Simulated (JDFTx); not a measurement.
Al(111) slab cut from bulk Al (space group Fm-3m, indices of the conventional cell, lattice of the Materials Project entry mp-134, not re-optimised): 9 atoms in 3 planes, a (√3×√3)R30° cell of 21.19 Å² (|a| = 4.947, |b| = 4.947 Å), 4.7 Å between the outermost planes, cell height 23.7 Å, 6×6×1 k mesh, Fermi smearing 0.01 Ha, no spin polarisation.

Adsorbate: H on both faces at 0.33 monolayer, started hollow above an atom 4.7 Å below the top plane and relaxed in vacuum, keeping the symmetry of the start.

Level of theory: PBE, GBRV ultrasoft potentials, plane waves to 20/100 Ha; code: JDFTx (a modified build). The adsorption energy per H is [E(slab + 2 H) − E(slab)]/2 − (½ E(H2)), with the gas molecules relaxed at the same level and slab energies taken as (E + F)/2, the usual estimate of zero smearing. In reaction energies these potentials put H₂ about 0.03 eV too high against large-basis PBE. No zero-point energy or vibrational entropy is included. Reconstruction of the substrate beyond this cell is outside the model.

Task: Predict the adsorption energy and the geometry, and the change of the work function.

Result: 0.24 eV. H sits 0.86 Å above the highest substrate atom, bound to 3 Al at 1.91 Å. The work function goes from 3.98 to 3.85 eV. In CANDLE, water, 1 M NaCl, at zero charge, the adsorption energy is 0.23 eV and the potential of zero charge moves from -0.76 to -0.88 V vs SHE (4.44 V convention).
